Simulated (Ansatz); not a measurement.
GaAs (rock salt, Fm-3m) at seven volumes, PBE in the plane-wave PAW code Ansatz, scaled uniformly. One row is withheld.

```
V (Å³/atom)  P (GPa)
-----------  -------
17.843          8.25
18.432          5.00
19.020          2.27
19.608          0.00
20.196         -1.95
20.785             ?
21.373         -4.96
```

Task: Fit the shown pressures and predict the withheld one.

Result: P = (3/2)B₀(x^(7/2) − x^(5/2))[1 + (3/4)(B′ − 4)(x − 1)] with x = (V₀/V)^(2/3). Least squares on the six rows gives V₀ = 19.604 Å³/atom, B₀ = 70.2 GPa, B′ = 4.69. At V = 20.785, x = 0.9618 and P = -3.58 GPa. The run itself gave -3.58 GPa.

The start of the workflow was typed in or built on a structure type; neither database checked (COD, Materials Project) lists it. It is not the phase usual at ambient conditions (space group No. 216). Symmetry was held in the PBE relaxation; whether a distortion lowers the energy is not shown. The volume moved by 18 % from the start of the relaxation.

Potentials: the later of the program's two PAW sets.
